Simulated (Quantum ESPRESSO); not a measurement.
# Electric field gradients in CsI (changed cell)

```yaml
crystal:
  lattice:
    - [4.68854, 0.00000, 0.00000]
    - [0.00000, 4.68854, 0.00000]
    - [0.00000, 0.00000, 4.61856]
  atoms:
    - { symbol: Cs, position: [0.00000, 0.00000, 0.00000] }
    - { symbol: I, position: [0.50000, 0.50000, 0.50000] }
```
The cell was made here from a computed Materials Project entry: strained by -1 % along the cube axis and by +0.5 % across it, atoms relaxed (PBE without dispersion, pw.x of a modified build of Quantum ESPRESSO, symmetry kept). The parent is CsI in Pm-3m. Stability against distortions was not tested.

Computed: field gradients by PBE PAW (JTH datasets; density from pw.x of Quantum ESPRESSO, gradients reconstructed from it by a script), 20 Ha, k-mesh 5×5×5 through Γ.

```json
[
 {"site": "Cs (atom 1)", "site symmetry": "4/mmm", "Vzz (a.u.)": "0.054", "η_Q": "0.00", "∣C_Q∣ (MHz)": "0.044 (¹³³Cs)"},
 {"site": "I (atom 2)", "site symmetry": "4/mmm", "Vzz (a.u.)": "-0.097", "η_Q": "0.00", "∣C_Q∣ (MHz)": "15.9 (¹²⁷I)"}
]
```

Quadrupole moments taken as inputs (sizes, barn, from the tables of PySCF and pymatgen): ¹³³Cs 0.00343, ¹²⁷I 0.696.

Convention: |Vzz| is the largest principal value, η_Q = (Vxx − Vyy)/Vzz, |C_Q| = |eQVzz/h|. Cores are frozen. Cs, I had no test against all-electron runs. Spin–orbit coupling is left out, a limit on Cs, I. Static lattice: thermal averaging is not included.
